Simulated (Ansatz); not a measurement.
According to PBE (plane waves, PAW; program Ansatz), Sb2W in the orthorhombic phase (Cmc2_1; W on 4a, Sb on 4a, Sb on 4a) relaxes to a = 3.413 Å, b = 12.976 Å, c = 6.013 Å. Against the elements it lies at 0.37 eV/atom, with no fitted shifts.

Electronic character: metallic (no gap).

The start of the workflow was typed in or built on a structure type; neither database checked (COD, Materials Project) lists it. Whether it is the stable phase at ambient conditions was not checked. The PBE relaxation kept the symmetry of its start; its stability against distortions is not shown here. No spin polarisation was allowed. The volume moved by -18 % from the start of the relaxation. Its formation energy is positive at this level, so the cell may be metastable or incomplete. The references are the lowest solids computed at this level, not always the standard phases. Spin–orbit coupling is left out wherever it is not named.

Potentials: the later of the program's two PAW sets.
